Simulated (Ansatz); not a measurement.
InPd:
```
CELL_PARAMETERS angstrom
      3.26693     0.00000     0.00000
      0.00000     3.26693     0.00000
      0.00000     0.00000     3.26693
ATOMIC_POSITIONS crystal
  In 0.00000 0.00000 0.00000
  Pd 0.50000 0.50000 0.50000
```

Relaxed with r²SCAN. Special points in fractions of this cell's reciprocal vectors: Γ (0.000, 0.000, 0.000); X (0.000, 0.500, 0.000); M (0.500, 0.500, 0.000); R (0.500, 0.500, 0.500).

Q: List the band energies nearest the Fermi level at these points for r²SCAN (plane waves, PAW; program Ansatz).

A: In eV from the Fermi level; about four levels below and three above (degenerate sets whole), none deeper than 8.9 eV; points with the same levels are listed once.

| k | below | above |
|---|---|---|
| Γ | -4.14 -4.14 -2.52 -2.52 -2.52 | 4.44 4.44 4.44 |
| X | -3.54 -3.54 -2.59 -1.30 | 10.06 10.06 10.11 |
| M | -2.95 -2.95 -2.51 -2.51 -1.94 | 1.54 2.56 10.03 |
| R | -5.23 -5.23 -5.23 -1.90 -1.90 | 0.18 3.90 3.90 3.90 |

Space group Pm-3m (CsCl type). The cell was relaxed with r²SCAN under the symmetry of its start; of distortions, only those at the zone centre were tested. The run is not spin-polarised. Scalar-relativistic: spin–orbit coupling is off unless named, which matters more the heavier the elements.

Potentials: the later of the program's two PAW sets.
